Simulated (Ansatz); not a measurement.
**Kick test of a cell of InIrC4N4**

The structure comes from a generated guess, relaxed at this level; another structure or a mixture of phases may lie lower.

Method: DFT PBE, scalar-relativistic, plane waves, PAW (Ansatz 0.2.0). Cutoff 420 eV; k points 6×6×12 on the computed 10-atom cell (Γ-centred); Gaussian smearing, width 0.10 eV; no spin polarisation.

The cell below (10 atoms, space group P4/mmm (No. 123)) is relaxed within its symmetry.

```
In Ir C N
1.0
     7.45075    0.00000    0.00000
     0.00000    7.45075    0.00000
     0.00000    0.00000    3.28535
In Ir C N
1 1 4 4
Direct
  0.50000 0.50000 0.00000
  0.00000 0.00000 0.00000
  0.18737 0.81263 0.00000
  0.81263 0.18737 0.00000
  0.18737 0.18737 0.00000
  0.81263 0.81263 0.00000
  0.29872 0.70128 0.00000
  0.70128 0.29872 0.00000
  0.29872 0.29872 0.00000
  0.70128 0.70128 0.00000
```

For the test it was strained at random (σ = 1.5 % a component), the atoms were moved at random (σ = 0.05 Å), and all was relaxed again on a coarse 6×4×4 mesh (in the run’s order of axes) with 0.20 eV smearing, with no symmetry imposed.

These runs have no spin–orbit coupling, which can matter for Ir.

Q: Does it come back?

A: It doesn't return. The energy falls by 124 meV/atom on that mesh, the volume changes by -9.1 %, and the end has space group Immm (No. 71) at a loose tolerance. Relaxed again on a 6×6×12 mesh with 0.02 eV smearing, the new structure lies 127 meV/atom below the first (mesh in the axes of the run's cell; the cell below is made exact in the group named). Space group Immm (No. 71), orthorhombic, a = 3.345 Å, b = 9.334 Å, c = 10.648 Å. Around In lie 6 N at 2.17–2.27 Å; Ir is surrounded by 4 C at 1.94–1.99 Å; C on a site of symmetry m2m has 1 N at 1.20 Å and 1 Ir at 1.94 Å; N on a site of symmetry m2m has 1 C at 1.20 Å and 2 In at 2.27 Å; 2 more sites not described.

```
CELL_PARAMETERS angstrom
-1.67236 4.66703 5.32391
1.67236 -4.66703 5.32391
1.67236 4.66703 -5.32391
ATOMIC_POSITIONS crystal
In 0.50000 0.50000 0.00000
Ir 0.00000 0.00000 0.00000
C 0.79176 0.00000 0.79176
C 0.20824 0.00000 0.20824
C 0.18644 0.18644 0.00000
C 0.81356 0.81356 0.00000
N 0.66371 0.00000 0.66371
N 0.33629 0.00000 0.33629
N 0.29638 0.29638 0.00000
N 0.70362 0.70362 0.00000
```
